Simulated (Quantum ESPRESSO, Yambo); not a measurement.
Levels of theory for the gap of K2RhAgF6

K₂RhAgF₆ (space group Fm-3m, No. 225): one geometry, one set of norm-conserving PBEsol (Quantum ESPRESSO, 88 Ry, without SOC) orbitals, self-energies from Yambo (2×2×2 Γ-centred k mesh, bands 9 to 328 and a 8 Ry block in the screening, 328 bands in G with the Bruneval-Gonze terminator, plasmon pole fitted at 27.2 eV).

The geometry is that of Materials Project entry mp-1111950, symmetrised and not relaxed again.

```json
[
 {"level": "PBEsol (Quantum ESPRESSO)", "gap X → X (eV)": "1.14", "rough Yambo cost": "–"},
 {"level": "exchange only (Hartree-Fock self-energy on PBEsol orbitals)", "gap X → X (eV)": "13.18", "rough Yambo cost": "about 1/30 (6 states)"},
 {"level": "static COHSEX@PBEsol", "gap X → X (eV)": "4.10", "rough Yambo cost": "within a factor of two (2 states)"},
 {"level": "G0W0@PBEsol, plasmon pole", "gap X → X (eV)": "3.41", "rough Yambo cost": "1 (6 states)"}
]
```

Bare exchange has no screening and gives the widest gap; static COHSEX screens it but leaves out the frequency dependence, which G0W0 restores.

Costs are rough ratios of core time on shared machines.

Convergence of the G0W0 settings was not tested. The k mesh is coarse.

Spin-orbit splittings are left out.

The structure is a Materials Project entry; no match was found in the copy of COD used, and its stability was not checked.
